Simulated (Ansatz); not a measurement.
Density of states of a Al3Tl2In2Ga5N12 cell (elements on a zinc blende lattice, relaxed), per eV and atom, broadened by Gaussian smearing of width 0.1 eV and averaged over bins of 0.2 eV, from 8 eV under the Fermi level at most up to where the solved bands end.

Computed with DFT PBE, scalar-relativistic, plane waves, PAW in Ansatz 0.2.0.

Plane waves to 420 eV, a k mesh through Γ of 6×6×4 on the computed 24-atom cell and Gaussian smearing (0.02 eV); no spin polarisation.

```
N Al Ga In Tl
1.0
    -4.69721   -4.72790    0.00351
    -0.00313    4.72752    4.69644
    -4.68596    4.72022   -4.68595
N Al Ga In Tl
12 3 5 2 2
Direct
  0.36027 0.18889 0.91443
  0.82288 0.17729 0.92639
  0.65792 0.35883 0.56381
  0.19321 0.33357 0.56527
  0.50768 0.49519 0.23940
  0.97869 0.47053 0.24805
  0.33759 0.66378 0.94731
  0.81033 0.63992 0.90652
  0.67404 0.80628 0.56916
  0.15091 0.84128 0.61940
  0.53096 0.02213 0.25169
  0.98751 0.01289 0.25364
  0.66573 0.33743 0.32853
  0.50352 0.49909 0.00352
  0.82630 0.66003 0.66770
  0.50384 0.00713 0.00765
  0.34379 0.17723 0.66767
  0.17341 0.33598 0.32429
  0.99300 0.49763 0.00475
  0.66603 0.82757 0.32763
  0.00136 0.99661 0.99186
  0.33826 0.66612 0.68035
  0.83253 0.16939 0.65308
  0.16725 0.83239 0.34432
```

```
E − E_F (eV) total N 2p Ga 4p N 2s Ga 4s
       -6.95  0.006  0.003  0.001  0.000  0.001
       -6.75  0.067  0.032  0.005  0.001  0.010
       -6.55  0.157  0.076  0.012  0.003  0.025
       -6.35  0.267  0.131  0.018  0.008  0.047
       -6.15  0.465  0.234  0.025  0.016  0.088
       -5.95  0.622  0.317  0.027  0.023  0.117
       -5.75  0.559  0.291  0.024  0.025  0.087
       -5.55  0.523  0.281  0.025  0.028  0.064
       -5.35  0.369  0.202  0.019  0.022  0.033
       -5.15  0.339  0.186  0.018  0.024  0.019
       -4.95  0.345  0.191  0.018  0.028  0.016
       -4.75  0.228  0.129  0.011  0.021  0.012
       -4.55  0.125  0.072  0.006  0.013  0.006
       -4.35  0.165  0.096  0.009  0.018  0.008
       -4.15  0.289  0.175  0.025  0.021  0.010
       -3.95  0.368  0.234  0.039  0.016  0.010
       -3.75  0.419  0.274  0.045  0.012  0.009
       -3.55  0.462  0.308  0.050  0.012  0.010
       -3.35  0.471  0.321  0.046  0.013  0.011
       -3.15  0.563  0.391  0.054  0.016  0.011
       -2.95  0.622  0.445  0.061  0.014  0.009
       -2.75  0.683  0.502  0.063  0.012  0.008
       -2.55  0.714  0.534  0.061  0.012  0.007
       -2.35  0.772  0.588  0.063  0.012  0.007
       -2.15  0.764  0.594  0.061  0.010  0.006
       -1.95  0.696  0.553  0.051  0.007  0.005
       -1.75  0.677  0.549  0.043  0.007  0.004
       -1.55  0.601  0.495  0.028  0.005  0.003
       -1.35  0.586  0.489  0.015  0.004  0.003
       -1.15  0.576  0.485  0.011  0.004  0.002
       -0.95  0.530  0.450  0.008  0.004  0.002
       -0.75  0.501  0.433  0.006  0.003  0.001
       -0.55  0.355  0.312  0.003  0.002  0.000
       -0.35  0.108  0.096  0.001  0.000  0.000
       -0.15  0.004  0.003  0.000  0.000  0.000
        0.05  0.000  0.000  0.000  0.000  0.000
        0.25  0.002  0.000  0.000  0.001  0.000
        0.45  0.001  0.000  0.000  0.000  0.000
        0.65  0.000  0.000  0.000  0.000  0.000
        0.85  0.008  0.003  0.000  0.002  0.001
        1.05  0.015  0.005  0.000  0.004  0.002
        1.25  0.014  0.005  0.000  0.003  0.001
        1.45  0.023  0.009  0.001  0.005  0.002
        1.65  0.020  0.008  0.001  0.004  0.001
        1.85  0.058  0.023  0.003  0.012  0.004
        2.05  0.056  0.023  0.003  0.011  0.003
        2.25  0.054  0.023  0.003  0.010  0.002
        2.45  0.162  0.068  0.011  0.028  0.006
        2.65  0.163  0.066  0.013  0.025  0.005
        2.85  0.286  0.113  0.025  0.042  0.008
        3.05  0.129  0.040  0.015  0.021  0.004
        3.25  0.197  0.046  0.030  0.035  0.008
        3.45  0.268  0.061  0.038  0.048  0.018
        3.65  0.337  0.075  0.047  0.062  0.027
```

The columns after the total are the largest Löwdin projections on the valence shells of the potentials, so they needn't add up, and the weight of a shell that a potential lacks goes to other orbitals. The cell has a gap on the mesh of 0.61 eV.

Spin-orbit coupling is left out, which matters for the bands of heavy elements.

Cost: 2 runs of about 13 core-minutes in all (earlier runs that led there not counted), on Arm Neoverse V1 (shared hosts).